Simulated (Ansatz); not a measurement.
CsReF₆:
```xyz
8
Lattice="4.0151 2.3181 2.6808 -4.0151 2.3181 2.6808 0.0000 -4.6363 2.6808" Properties=species:S:1:pos:R:3 pbc="T T T"
F     -2.7213     1.4914     3.7867
F      0.0691    -3.1025     3.7867
F      2.6523     1.6110     3.7867
F      2.7213    -1.4914     4.2557
F     -0.0691     3.1025     4.2557
F     -2.6523    -1.6110     4.2557
Re     0.0000     0.0000     0.0000
Cs     0.0000     0.0000     4.0212
```

Relaxed with PBEsol. Special points in fractions of this cell's reciprocal vectors: Γ (0.000, 0.000, 0.000); L (0.500, 0.000, 0.000); T (0.500, -0.500, 0.500); P0 (0.390, -0.610, 0.390); P2 (0.390, 0.390, 0.390); F (0.500, -0.500, 0.000).

Task: List the band energies nearest the Fermi level at these points for plane-wave PAW PBEsol (Ansatz code).

Result: In eV from the Fermi level; about four levels below and three above (degenerate sets whole), none deeper than 8.9 eV; points with the same levels are listed once.

```csv
k,below,above
Γ,-4.82 -4.82 -4.47 -0.01 -0.01,0.04 3.51 4.16 4.16
L,-4.72 -4.68 -4.58 -0.02,0.05 0.07 4.44
T,-4.85 -4.70 -4.70 -0.02,0.06 0.06 4.27 4.27
P0,-4.73 -4.69 -4.69 -0.02,0.05 0.05 4.34 4.34
F,-4.79 -4.74 -4.68 -0.08,0.01 0.09 3.96
```

Space group R-3. The workflow started from an entry of the Crystallography Open Database (COD). Whether it is the stable phase at ambient conditions was not checked. The PBEsol relaxation kept the symmetry of its start; whether a distortion lowers the energy is not shown. No spin polarisation was allowed. Spin–orbit coupling is left out wherever it is not named.

Potentials: the later of the program's two PAW sets.
